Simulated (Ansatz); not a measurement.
Input and command of a plane-wave DFT calculation in Ansatz:

```yaml
crystal:
  lattice:
    - [4.432465, 0.0, 0.0]
    - [0.0, 4.432465, 0.0]
    - [0.0, 0.0, 4.432465]
  atoms:
    - { symbol: Ga, position: [0.0, 0.5, 0.5] }
    - { symbol: Ga, position: [0.5, 0.0, 0.5] }
    - { symbol: Ga, position: [0.5, 0.5, 0.0] }
    - { symbol: Se, position: [0.0, 0.0, 0.0] }
basis:
  ecutwfc: 420
kpoints:
  mp_grid: { grid: [10, 10, 10] }
hamiltonian:
  xc: pbe
scf:
  occupations: { method: methfessel_paxton, width: 0.05 }
output:
  forces: true
  stress: true
  eigenvalues: true
  write_density: true
  write_potential: true
  elf: true
  volumetric_format: npy
```

```bash
ansatz run input.yaml --threads 1 --pin off --max-ram 2560MiB --backend cpu --events-out ev --progress --plain --runs-dir out
```

Processor: Intel(R) Xeon(R) Platinum 8259CL CPU @ 2.50GHz (Skylake/Cascade Lake), 1 thread, on a host shared with other jobs.

Problem. How long does it run, and how much memory does it take?

Solution. About 12 s on 1 thread of Intel(R) Xeon(R) Platinum 8259CL CPU @ 2.50GHz (Skylake/Cascade Lake) (shared host), peak memory 0.46 GiB. It solves 33 bands at 56 k points (the mesh reduced by the symmetry that the task leaves, which can be less than the crystal's) with about 1743 plane waves, in 6 SCF iterations.
